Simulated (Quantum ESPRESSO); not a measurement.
**Band energies of AlP at +1 % biaxial strain**

```
AlP
1.0
    3.89983     0.00000     0.00000
   -1.94992     3.37735     0.00000
    0.00000     0.00000     6.30126
Al P
2 2
Direct
  0.33333   0.66667   0.99881
  0.66667   0.33333   0.49881
  0.33333   0.66667   0.37619
  0.66667   0.33333   0.87619
```

PBEsol (Quantum ESPRESSO, PseudoDojo norm-conserving, 44 Ry, without SOC); path ΓMKΓALHA,LM,KH; energies in eV from the valence-band maximum.

| k (1/Å) | point | band 4 | band 5 | band 6 | band 7 | band 8 | band 9 | band 10 | band 11 |
|---|---|---|---|---|---|---|---|---|---|
| 0.00 | Γ | -0.98 | -0.98 | -0.01 | -0.01 | 0.00 | 2.14 | 3.11 | 4.11 |
| 0.23 |  | -1.97 | -1.24 | -0.93 | -0.15 | -0.13 | 2.83 | 3.75 | 4.06 |
| 0.58 |  | -3.81 | -3.16 | -1.93 | -1.05 | -0.60 | 2.21 | 3.77 | 4.27 |
| 0.81 |  | -4.27 | -3.59 | -2.18 | -1.84 | -0.80 | 1.83 | 3.38 | 4.01 |
| 0.93 | M | -4.44 | -3.48 | -2.22 | -2.01 | -0.83 | 1.78 | 3.33 | 3.97 |
| 1.15 |  | -4.40 | -3.45 | -2.79 | -2.06 | -1.45 | 2.87 | 2.95 | 4.60 |
| 1.47 | K | -4.59 | -4.10 | -2.57 | -2.57 | -2.37 | 2.20 | 6.01 | 6.09 |
| 1.68 |  | -4.29 | -3.56 | -3.20 | -2.03 | -1.92 | 2.53 | 4.96 | 5.33 |
| 2.00 |  | -3.46 | -3.00 | -2.14 | -0.97 | -0.83 | 3.60 | 3.90 | 4.43 |
| 2.22 |  | -2.47 | -1.76 | -1.24 | -0.35 | -0.30 | 3.26 | 3.77 | 4.11 |
| 2.54 | Γ | -0.98 | -0.98 | -0.01 | -0.01 | 0.00 | 2.14 | 3.11 | 4.11 |
| 2.92 |  | -2.22 | -0.72 | -0.72 | -0.36 | -0.36 | 2.64 | 3.40 | 4.38 |
| 3.04 | A | -3.19 | -0.55 | -0.55 | -0.55 | -0.55 | 3.00 | 3.00 | 4.63 |
| 3.14 |  | -3.19 | -0.73 | -0.73 | -0.59 | -0.59 | 3.18 | 3.18 | 4.53 |
| 3.45 |  | -3.66 | -1.82 | -1.82 | -1.09 | -1.09 | 3.07 | 3.07 | 4.88 |
| 3.66 |  | -4.61 | -1.79 | -1.79 | -1.43 | -1.43 | 2.53 | 2.53 | 4.04 |
| 3.97 | L | -5.45 | -1.65 | -1.65 | -1.56 | -1.56 | 2.24 | 2.24 | 3.24 |
| 4.29 |  | -5.30 | -2.95 | -2.95 | -1.22 | -1.22 | 2.95 | 2.95 | 4.52 |
| 4.51 | H | -5.24 | -3.42 | -3.42 | -1.14 | -1.14 | 3.09 | 3.09 | 4.72 |
| 4.78 |  | -5.02 | -2.88 | -2.88 | -1.33 | -1.33 | 3.19 | 3.19 | 4.95 |
| 4.95 |  | -4.47 | -2.21 | -2.21 | -1.58 | -1.58 | 3.46 | 3.46 | 4.88 |
| 5.22 |  | -3.46 | -1.67 | -1.67 | -1.12 | -1.12 | 3.78 | 3.78 | 4.31 |
| 5.49 |  | -3.19 | -0.69 | -0.69 | -0.58 | -0.58 | 3.14 | 3.14 | 4.55 |
| 5.58 | A | -3.19 | -0.55 | -0.55 | -0.55 | -0.55 | 3.00 | 3.00 | 4.63 |
| 5.58 | L | -5.45 | -1.65 | -1.65 | -1.56 | -1.56 | 2.24 | 2.24 | 3.24 |
| 5.88 |  | -4.76 | -2.99 | -2.12 | -1.60 | -1.02 | 1.93 | 2.48 | 4.19 |
| 6.08 | M | -4.44 | -3.48 | -2.22 | -2.01 | -0.83 | 1.78 | 3.33 | 3.97 |
| 6.08 | K | -4.59 | -4.10 | -2.57 | -2.57 | -2.37 | 2.20 | 6.01 | 6.09 |
| 6.28 |  | -4.87 | -3.98 | -2.63 | -2.08 | -2.08 | 2.71 | 4.65 | 4.65 |
| 6.58 | H | -5.24 | -3.42 | -3.42 | -1.14 | -1.14 | 3.09 | 3.09 | 4.72 |

The PBEsol gap is indirect, 1.78 eV, from Γ to M; the smallest direct gap is 2.14 eV.

Geometry strained from the cell relaxed with PBEsol, atoms relaxed again.

This is not the ordinary phase of the substance; no match was found in the copy of COD used, and its stability was not checked.
